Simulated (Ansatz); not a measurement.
Here is the system:

BeS:
```cif
data_BeS
_chemical_formula_sum 'Be1 S1'
_space_group_name_H-M_alt 'Pm-3m'
_space_group_IT_number 221
_space_group_name_Hall '-P 4 2 3'
_cell_length_a 2.94168
_cell_length_b 2.94168
_cell_length_c 2.94168
_cell_angle_alpha 90.000
_cell_angle_beta 90.000
_cell_angle_gamma 90.000
loop_
_atom_site_label
_atom_site_type_symbol
_atom_site_symmetry_multiplicity
_atom_site_Wyckoff_symbol
_atom_site_fract_x
_atom_site_fract_y
_atom_site_fract_z
_atom_site_occupancy
Be1 Be 1 a 0.00000 0.00000 0.00000 1
S1 S 1 b 0.50000 0.50000 0.50000 1
```

This is the r²SCAN-relaxed structure.

Task: All from plane-wave PAW r²SCAN (Ansatz code), unless another level is named. Estimate the bulk modulus (Birch–Murnaghan fit).

Result: 82.7 GPa.

Task: Give the elastic constants (relaxed ions, GPa).

Result: C11 = 115, C12 = 65.8, C44 = -48.9.

A made-up cell: these elements were put on the sites of a structure type; neither database checked (COD, Materials Project) lists it. COD files the formula under space group No. 216, so this cell is another polymorph or a model. Its standing as an ambient phase is unchecked. The r²SCAN relaxation kept the symmetry of its start. At this level the phase is dynamically unstable (imaginary phonons). As this level gives no gap, shear constants depend on the k-mesh and smearing (Fermi–Dirac, 0.1 eV here).

Potentials: the later of the program's two PAW sets.
